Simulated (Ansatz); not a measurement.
Write an Ansatz input for a single-point calculation of Ta with PBEsol (scalar-relativistic), a cutoff of 420 eV (density cutoff 4 times that), a Γ-centred 18×18×18 mesh and Gaussian smearing of 0.05 eV, without spin polarisation. Forces, stress and eigenvalues are wanted. The structure:
```
Ta
1.0
    -1.6550000000    1.6550000000    1.6550000000
     1.6550000000   -1.6550000000    1.6550000000
     1.6550000000    1.6550000000   -1.6550000000
Ta
1
Direct
  0.0000000000 0.0000000000 0.0000000000
```

```yaml
crystal:
  lattice:
    - [-1.655, 1.655, 1.655]
    - [1.655, -1.655, 1.655]
    - [1.655, 1.655, -1.655]
  atoms:
    - { symbol: Ta, position: [0.0, 0.0, 0.0] }
basis:
  ecutwfc: 420
  ecutrho_ratio: 4
kpoints:
  mp_grid: { grid: [18, 18, 18] }
hamiltonian:
  xc: pbesol
scf:
  occupations: { method: gaussian, width: 0.05 }
output:
  forces: true
  stress: true
  eigenvalues: true
```

Run as written, it has 13 valence electrons, 369 plane waves at Γ, 48 symmetry operations and 195 irreducible k-points; it took 6 SCF iterations in all. It took about 1 core-seconds on a shared host.
